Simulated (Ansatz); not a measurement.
An elastic constant from a strain scan in Ge

All numbers below come from DFT r2SCAN, scalar-relativistic, plane waves, PAW (Ansatz). The runs took a 500 eV cutoff, a Γ-centred 10×10×10 mesh and Gaussian smearing (0.05 eV). No spin polarisation. Energies are free energies at this smearing, counted from the undisturbed cell; pressure is positive in compression.

Zero of the scan (as given, not relaxed at this level; it stands at 0.7 GPa):

```yaml
crystal:
  lattice:
    - [0.00000, 2.82877, 2.82877]
    - [2.82877, 0.00000, 2.82877]
    - [2.82877, 2.82877, 0.00000]
  atoms:
    - { symbol: Ge, position: [0.50000, 0.50000, 0.50000] }
    - { symbol: Ge, position: [0.75000, 0.75000, 0.75000] }
```

The cell is strained by ε times the Voigt pattern (0, 0, 0, 0, 0, 1) (xx, yy, zz, yz, xz, xy; engineering shear) with fractional coordinates fixed. The cell holds 2 atoms in V0 = 45.27 Å³. The stress column is τ = (1/V0) dE/dε, got from the stress tensor σ (compression positive) at each point as −det(1 + εP) σ : P(1 + εP)⁻¹, with P the pattern as a tensor.

```csv
ε,ΔE (meV/atom),τ (GPa)
-0.0175,1.932,-1.566
-0.0150,1.418,-1.342
-0.0125,0.984,-1.118
-0.0100,0.628,-0.894
-0.0075,0.352,-0.671
-0.0050,0.155,-0.447
-0.0025,0.038,-0.224
0.0000,0.000,0.000
0.0025,0.038,0.224
0.0050,0.155,0.447
0.0075,0.352,0.671
0.0100,0.628,0.894
0.0125,0.984,1.118
0.0150,1.418,1.342
0.0175,1.932,1.566
0.0200,?,?
```

**Question.** Which combination of elastic constants does this scan measure, and how large is it?

**Answer.** For small ε, τ = τ0 + Kε with K = pᵀCp, which for this pattern is C44 in the cubic axes. The parabola through τ at ε = -0.0025, 0 and 0.0025 has slope K = 89 GPa at zero. The energies per cell, E = NΔE, of the wider pair ε = ±0.0175 give K = 2[E(ε₊)/ε₊ − E(ε₋)/ε₋]/[(ε₊ − ε₋)V0] = 89 GPa, in agreement. These are clamped-ion values.

**Question.** Predict the withheld row at ε = 0.0200 from the harmonic law, and compare.

**Answer.** ΔE = V0(τ0 ε + Kε²/2)/N = 2.527 meV/atom and τ = 1.79 GPa. The calculation gives 2.525 meV/atom and 1.79 GPa, a miss of 0.01 meV/atom at most, so the harmonic law still holds here.

Forces appear on the atoms along this scan, and letting them relax would lower the energy and soften the response.